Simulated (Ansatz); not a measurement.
A trial cell of In3GaN2, before relaxation:

```
In Ga N
1.0
     4.08688    0.00000    0.00000
    -2.04344    3.53934    0.00000
     0.00000    0.00000    7.63868
In Ga N
3 1 2
Cartesian
  0.0000 0.0000 3.8193
  0.0000 2.3596 0.0000
  0.0000 2.3596 3.8193
  0.0000 0.0000 0.0000
  2.0434 1.1798 1.7986
  2.0434 1.1798 5.8401
```

Method: DFT PBE, scalar-relativistic, plane waves, PAW (Ansatz). Cutoff 420 eV, Gaussian smearing, Γ-centred meshes. Cell and atoms relax first on a coarse mesh and then on a finer one. In between, the cell is made exact in the group found at 0.06 Å. In metals the finer mesh still leaves noise of several meV/atom or more. The steps can't lower the symmetry of their start. No spin polarisation in the relaxation; trial moments died out in a coarse test.

A guess keeps its type if space group and coordination stay and the shape of the cell changes little (axis ratios within about 15 %, angles within 6°); the volume may change.

Q: Will the relaxed cell still be of the starting type?

A: It doesn't keep its type. The symmetry stays P-6m2 (No. 187). The volume per atom grows by 47.2 %, from 18.4 to 27.1 Å³. The shortest distance goes from 2.36 Å (In–Ga and In–In) to 1.11 Å (N–N). The ratio c/a of the conventional cell changes by a factor of 0.55. Counting neighbours within 15 % of an atom's shortest distance, the start has Ga 3, In 3, N 12 and the end Ga 5, In 5/11, N 1. In detail, at the end In on its first site has 2 Ga at 2.93 Å, 3 In at 3.27 Å and 6 N at 3.32 Å; Ga has 2 In at 2.93 Å and 3 In at 3.27 Å; N has 1 N at 1.11 Å and 6 In at 3.32 Å; 2 more sites not described.

```xyz
6
Lattice="5.6622 0.0000 0.0000 -2.8311 4.9036 0.0000 0.0000 0.0000 5.8579" Properties=species:S:1:pos:R:3 pbc="T T T"
In    0.0000    0.0000    2.9289
In    0.0000    3.2691    0.0000
In    0.0000    3.2691    2.9289
Ga    0.0000    0.0000    0.0000
N     2.8311    1.6345    2.3726
N     2.8311    1.6345    3.4853
```

Formation energies are uncorrected and refer to the elements' standard structures at the same level (N₂ as a molecule).

Q: At what energy does it end?

A: +0.34 eV/atom. It can't be a ground state, since the elements alone are lower.

The last run used a 12×12×6 mesh (in the run's order of axes) for its 6-atom cell and Gaussian smearing of 0.10 eV. Symmetry constrained the relaxation, so the result can be a saddle point.

In counts of neighbours, a slash parts the counts of unlike sites.
